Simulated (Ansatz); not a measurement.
Consider the following.

MgS:
```cif
data_Mg2S2
_chemical_formula_sum 'Mg2 S2'
_space_group_name_H-M_alt 'P 1'
_space_group_IT_number 1
_cell_length_a 4.88848
_cell_length_b 4.88848
_cell_length_c 4.14628
_cell_angle_alpha 90.000
_cell_angle_beta 90.000
_cell_angle_gamma 90.000
loop_
_space_group_symop_operation_xyz
  'x, y, z'
loop_
_atom_site_label
_atom_site_type_symbol
_atom_site_fract_x
_atom_site_fract_y
_atom_site_fract_z
_atom_site_occupancy
Mg1 Mg 0.50000 0.00000 0.07195 1
Mg2 Mg 0.00000 0.50000 0.92805 1
S1 S 0.00000 0.00000 0.00000 1
S2 S 0.50000 0.50000 0.00000 1
```

This is the PBE+D3(BJ)-relaxed structure.

All from DFT-PBE+D3(BJ) in the program Ansatz with PAW potentials, unless another level is named. Give the electron effective mass.

0.27, 0.27, 0.35 mₑ (principal values).

And the hole effective mass?

0.82, 1.7, 1.7 mₑ (principal values).

Give the formation energy from the elements (no fitted shifts).

-1.02 eV/atom.

Predict the weight of the conduction-edge state by species (Voronoi cells).

Mg 65 %, S 35 %.

Predict the valence-band maximum.

at Γ.

Space group P4/nmm. The cell is a constructed one: a structure type filled with these elements; neither database checked (COD, Materials Project) lists it. COD files the formula under space group No. 225, so this cell is another polymorph or a model. Whether it is the stable phase at ambient conditions was not checked. Symmetry was held in the PBE+D3(BJ) relaxation; its stability against distortions is not shown here. The references are the lowest solids computed at this level, not always the standard phases.

Potentials: the later of the program's two PAW sets.

Edges and masses are those of Kohn–Sham bands, whose gap is no quasiparticle gap.
